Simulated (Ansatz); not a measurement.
BN (h-BN type, space group P6_3/mmc)

```yaml
crystal:
  lattice:
    - [2.50580, 0.00000, 0.00000]
    - [-1.25290, 2.17009, 0.00000]
    - [0.00000, 0.00000, 6.61621]
  atoms:
    - { symbol: B, position: [0.33333, 0.66667, 0.25000] }
    - { symbol: B, position: [0.66667, 0.33333, 0.75000] }
    - { symbol: N, position: [0.33333, 0.66667, 0.75000] }
    - { symbol: N, position: [0.66667, 0.33333, 0.25000] }
```

In each cell atom 1 (B, nearest neighbour N at 1.447 Å; its periodic images, 2.5 Å or more away, move with it) moves by s·(0.000, 0.000, 1.000) (along Cartesian z), the rest being held.

The numbers are results of PBE-D3(BJ) (plane waves to 420 eV, PAW, scalar-relativistic; Ansatz, an electronic-structure program), not measurements. k mesh 12×12×4 (Γ-centred), Fermi-Dirac smearing 0.05 eV. Energies are smeared free energies. BN was relaxed with its symmetry unable to fall. The PAW data are Ansatz's earlier set. The zero of ΔE is the undisplaced structure.

The scan covers s from -0.290 to 0.290 Å in 11 points.

Q: Is the energy the same for equal positive and negative displacements?

A: Even: the same for both signs. With its periodic images moving along, the atom's site symmetry in this cell is -6m2.

Q: What is the force constant k = d²E/ds² of this move at s = 0?

A: 13.4 eV/Å².

(A displaced cell: forces are minus the slopes of the energy, force constants its curvatures, and phonons follow from these.)
